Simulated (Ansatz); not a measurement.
Harmonic vibrational thermodynamics of CoSi in space group P2_13 (No. 198; Co on 4a, Si on 4a) at fixed volume, LDA (plane waves, PAW; program Ansatz). The rows extrapolate the 0 K crystal and know nothing of melting or changes of phase.

| T (K) | F_vib (meV/atom) | S (J/K per mol of atoms) | C_V (J/K per mol of atoms) |
|---|---|---|---|
| 50 | 54.3 | 0.5 | 1.5 |
| 100 | 53.4 | 3.4 | 8.0 |
| 200 | 45.3 | 12.3 | 17.3 |
| 300 | ___ | 20.1 | ___ |
| 400 | 4.1 | ___ | ___ |
| 600 | -61.0 | ___ | ___ |
| 800 | -142.9 | 42.8 | 24.3 |
| 1000 | -237.5 | 48.3 | 24.5 |

### Question
What belongs in the gaps?

### Answer

- 300, C_V (J/K per mol of atoms): 21.0
- 300, F_vib (meV/atom): 28.4
- 400, C_V (J/K per mol of atoms): 22.6
- 400, S (J/K per mol of atoms): 26.4
- 600, C_V (J/K per mol of atoms): 23.9
- 600, S (J/K per mol of atoms): 35.9

The cell was relaxed with LDA under the symmetry of its start; phonons on a q-mesh show no instability. The run is not spin-polarised.

Potentials: the later of the program's two PAW sets.
